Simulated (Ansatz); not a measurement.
ZnPd5Se in space group P4/mmm (No. 123; Pd on 4i, Pd on 1a, Zn on 1c, Se on 1b), DFT-PBEsol in the program Ansatz with PAW potentials, all energies at zero smearing, with the estimated change up to a 700 eV cutoff added, with one set of potentials and settings (totals compare only within such a set). Cell of 7 atoms (5 Pd, 1 Zn, 1 Se): -43240.705 eV.

```tsv
element	reference phase	E (eV/atom)
Pd	Fm-3m, 1 atoms in the cell	-6906.6520
Zn	P6_3/mmc, 2 atoms in the cell	-3280.9077
Se	P3_121, 3 atoms in the cell	-5424.2079
```

Formation energy per atom, worked out: (-43240.705 − 5×(-6906.6520) − 1×(-3280.9077) − 1×(-5424.2079))/7 = -0.333 eV/atom (-32 kJ per mol of atoms), at 0 K, without zero-point energy or fitted corrections.

The workflow started from an entry of the Crystallography Open Database (COD, 100 K). Whether it is the stable phase at ambient conditions was not checked. The PBEsol relaxation kept the symmetry of its start; its stability against distortions is not shown here. No spin polarisation was allowed. The references are the lowest solids computed at this level, not always the standard phases.

Potentials: the later of the program's two PAW sets.
